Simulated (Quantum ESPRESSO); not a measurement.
## One change at a time to In2LiSc2W3

All numbers below are calculated, not measured. They come from Quantum ESPRESSO 7.5, a public plane-wave density functional program. Each row is one single-point run on a made-up periodic cell of eight metal atoms, with elements, volume, strain and displacements drawn at random and not relaxed, so a cell may be unstable or far from any real phase. There is no spin polarisation or spin-orbit coupling.

Settings: PBE unless stated; PseudoDojo standard norm-conserving files; Fermi-Dirac width 0.25 eV, which means electrons at about 2900 K; cutoff 1061 eV; 5 x 5 x 3 k mesh shifted half a step off Gamma. E is the free energy of the whole cell (internal energy minus TS), so a -TS column is already part of it. Stress is positive in tension, and the pressure P is minus a third of its trace.

Checks: one run of this series was repeated at a higher cutoff and on a denser mesh, which moved values by no more than 0.007 eV, 0.03 GPa and 0.007 eV/Å, and a second program with other atomic files agreed on it to 2 % rms in force and 0.5 GPa in pressure. Known limits: heavy elements are run without spin-orbit coupling, which real alloys of them have; a spin test at this wide smearing found no moment, but such smearing suppresses magnetism that the real alloy may have.

The lattice is face-centred cubic, and the cell vectors in Å are (0.070, -0.017, -4.398); (4.324, 0.008, -0.070); (-0.017, -8.768, -0.033), a volume of 166.71 Å³ in run 1. The elements on sites 1 to 8 are W Li W Sc In In Sc W. Each later run makes one change to run 1 and keeps the rest. E is counted from run 1, and is n/a where other atomic files have another zero of energy.

| run | change | V (Å³) | P (GPa) | -TS (eV) | rms force (eV/Å) | largest change of a force component (eV/Å) | E (eV) |
|---|---|---|---|---|---|---|---|
| 1 | none | 166.71 | -11.08 | -1.599 | 0.736 | 0.000 | 0.000 |
| 2 | sites 2 and 5 exchanged | 166.71 | -10.58 | -1.637 | 0.769 | 1.007 | 0.514 |
| 3 | all lengths scaled by +1.03 % | 171.92 | -12.93 | -1.661 | 0.694 | 0.093 | ? |
| 4 | PBEsol in place of PBE | 166.71 | -14.64 | -1.605 | 0.725 | 0.073 | n/a |
| 5 | Al on site 1 | 166.71 | -8.88 | -1.475 | 0.713 | 0.885 | n/a |
| 6 | site 5 moved by +0.08 Å along x | 166.71 | -11.00 | -1.599 | 0.751 | 0.512 | 0.025 |

## Worked estimate

Along a uniform scaling dE = -P dV. The mean of the two pressures is -12.005 GPa and the volume changes by 5.21 Å³, with 160.2 GPa to one eV/Å³. The same two rows give -V dP/dV = 60 GPa for this cell with clamped atoms, which is not the bulk modulus of a real alloy.

## Withheld value

Question: what E should run 3 give?

The estimate is 0.390 eV. The calculation gave 0.390 eV.
